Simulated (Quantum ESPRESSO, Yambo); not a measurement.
Levels of theory for the gap of RbBH4

RbBH₄ (space group F-43m, No. 216): one geometry, one set of PBEsol (Quantum ESPRESSO, PseudoDojo norm-conserving, 76 Ry, with spin-orbit coupling) orbitals, self-energies from Yambo (4×4×4 Γ-centred k mesh, 162 bands and a 6 Ry block in the screening, 162 bands in G with the Bruneval-Gonze terminator, plasmon pole fitted at 27.2 eV).

The geometry is that of Materials Project entry mp-1219553, symmetrised and not relaxed again.

| level | gap Γ → X (eV) | direct gap at X (eV) | rough Yambo cost |
|---|---|---|---|
| PBEsol (Quantum ESPRESSO) | 5.90 | 6.00 | – |
| exchange only (Hartree-Fock self-energy on PBEsol orbitals) | 14.05 | 14.16 | about 1/10 (11 states) |
| static COHSEX@PBEsol | 10.32 | 10.42 | within a factor of two (3 states) |
| G0W0@PBEsol, plasmon pole | 8.94 | 9.05 | 1 (11 states) |
| G0W0@PBEsol, multipole fit to 8 frequencies, no terminator | 8.83 | 8.95 | within a factor of two (3 states) |
| G0W0@PBEsol, plasmon pole, no terminator | 8.88 | 8.99 | about 1/10 (3 states, screening reused) |

Bare exchange has no screening and gives the widest gap; static COHSEX screens it but leaves out the frequency dependence, which G0W0 restores.

Costs are rough ratios of core time on shared machines.

Nearest settings tried, and what they do to the gap: 102 bands in W, 102 bands in G: -6 meV; 3 Ry block (65 vectors against 169): -208 meV. Not varied: mesh. So the settings aren't converged at that level.

The structure is a Materials Project entry; no match was found in the copy of COD used, and its stability was not checked.
